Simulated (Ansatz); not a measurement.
**ZrSi$_{2}$ in Ansatz, single run**

The command:

```bash
ansatz run input.yaml --threads 1 --pin off --max-ram 2560MiB --backend cpu --events-out ev --progress --plain --runs-dir out
```

input.yaml:

```yaml
crystal:
  lattice:
    - [3.654323, 0.0, 0.0]
    - [1.827162, -7.220792, 0.0]
    - [0.0, 0.0, -3.626646]
  atoms:
    - { symbol: Si, position: [0.75, 0.5, 0.75] }
    - { symbol: Si, position: [0.25, 0.5, 0.25] }
    - { symbol: Zr, position: [0.106, 0.788, 0.75] }
    - { symbol: Zr, position: [0.894, 0.212, 0.25] }
    - { symbol: Si, position: [0.441, 0.118, 0.75] }
    - { symbol: Si, position: [0.559, 0.882, 0.25] }
  symmetry: { tolerance: 0.0003 }
kpoints:
  mp_grid: { grid: [5, 5, 5], shift: [0, 0, 0] }
magnetization:
  noncollinear: true
  spin_orbit: true
scf:
  occupations: { method: fermi_dirac, width: 0.0178 }
hamiltonian:
  pseudopotentials: { kind: paw_fr }
  xc: pbe
basis:
  ecutwfc: 420
output:
  forces: true
  stress: true
  eigenvalues: true
  write_density: true
  write_potential: true
  elf: true
  volumetric_format: npy
```

Origin of the cell: a known structure type with other elements, at an estimated volume, so it need not be a known compound.

Output (shortened):

```
SCF iter   1: F=—  HF=-10917.016822 eV  Δρ=3.41e-2  dr2=2.92e0  dr2_m=0.00e0 (ungated)  |M|=0.00e0 ∫|m|=0.00e0 μB  defer=4
SCF iter   2: F=—  HF=-10916.758977 eV  Δρ=2.58e-2  dr2=1.63e0  dr2_m=0.00e0 (ungated)  |M|=0.00e0 ∫|m|=0.00e0 μB  defer=10
SCF iter   3: F=—  HF=-10916.436160 eV  Δρ=3.68e-3  dr2=1.46e-2  dr2_m=0.00e0 (ungated)  |M|=0.00e0 ∫|m|=0.00e0 μB  defer=10
SCF iter   4: F=—  HF=-10916.432550 eV  Δρ=1.21e-3  dr2=1.90e-3  dr2_m=0.00e0 (ungated)  |M|=0.00e0 ∫|m|=0.00e0 μB  defer=152
SCF iter   5: F=—  HF=-10916.432462 eV  Δρ=2.87e-4  dr2=7.86e-5  dr2_m=0.00e0 (ungated)  |M|=0.00e0 ∫|m|=0.00e0 μB  defer=152
SCF iter   6: F=—  HF=-10916.432467 eV  Δρ=4.22e-5  dr2=1.70e-6  dr2_m=0.00e0 (ungated)  |M|=0.00e0 ∫|m|=0.00e0 μB  defer=152
SCF iter   7: F=-10916.432467 eV  HF=-10916.432467 eV  Δρ=5.39e-6  dr2=2.61e-8  dr2_m=0.00e0 (ungated)  |M|=0.00e0 ∫|m|=0.00e0 μB
SCF 1 converged in 7 iterations: F = -10916.432467 eV  dr2 = 2.61e-8
SCF converged after 7 iterations
Magnetization: |M| = 0.0000 μB,  M = (+0.0000, +0.0000, +0.0000) μB
Absolute magnetization: 0.0000 μB (∫|m|)
  site 0: m = (+0.0000, +0.0000, +0.0000) μB, |m| = 0.0000 μB  (R = 1.06 Å)
  site 1: m = (+0.0000, +0.0000, +0.0000) μB, |m| = 0.0000 μB  (R = 1.06 Å)
  site 2: m = (+0.0000, +0.0000, +0.0000) μB, |m| = 0.0000 μB  (R = 1.10 Å)
  site 3: m = (+0.0000, +0.0000, +0.0000) μB, |m| = 0.0000 μB  (R = 1.10 Å)
  site 4: m = (+0.0000, +0.0000, +0.0000) μB, |m| = 0.0000 μB  (R = 1.03 Å)
  site 5: m = (+0.0000, +0.0000, +0.0000) μB, |m| = 0.0000 μB  (R = 1.03 Å)
Free energy (F): -10916.432467 eV
Harris-Foulkes:  -10916.432467 eV  (|F-HF|=9.38e-9)
Internal energy: -10916.430483 eV  (E = F + TS)
E sigma→0 (E₀):  -10916.431475 eV
Entropy (-TS):   -0.001984 eV (-0.331 meV/atom)
Fermi energy:    13.329543 eV
--- Per-component energies (eV) ---
  E_band       = -94.673001
  E_kinetic    = 843.057497
  E_local      = -1468.485990  (includes V_loc(G=0)·N_el)
  E_nonlocal   = 262.573951
  E_hartree    = 509.698131
  E_xc         = -552.595683
  E_vxc        = -580.466053  (∫ρ·V_xc dr)
  E_paw        = -7960.716509  (= ΣΔE_a)
  E_vpaw       = -170.744765  (= ΣTr[D̂ρ^β])
  E_aug_tail   = 0.000074  (compensation charges beyond the density's cutoff)
  E_ewald      = -2549.961952
  E_smearing   = -0.001984  (= −TS)
  Σ components = -10916.432467   (vs F -10916.432467, Δ=0.00e0)
--- Forces (eV/Å), atoms counted from 1 ---
  atom   1  Si     0.000000    -0.068149     0.000000
  atom   2  Si    -0.000000     0.068149     0.000000
  atom   3  Zr     0.000000    -0.387679     0.000000
  atom   4  Zr    -0.000000     0.387679     0.000000
  atom   5  Si    -0.000000     0.725927     0.000000
  atom   6  Si     0.000000    -0.725927     0.000000
  max |Σ_I F_I| component: 0.00e0 eV/Å
--- Stress (GPa, compression-positive) ---
        8.665812       0.000000       0.000000
        0.000000       5.459877       0.000000
        0.000000       0.000000       7.192666
  P = ⅓ Tr σ = 7.1061 GPa (71.061 kbar)
```

Caveats: no moments, though an odd count or open d shells may carry them; the k mesh is coarse if the cell is a metal.

Time: 31 s of wall time on 1 CPU thread(s) of a shared host, from the program's own first density.
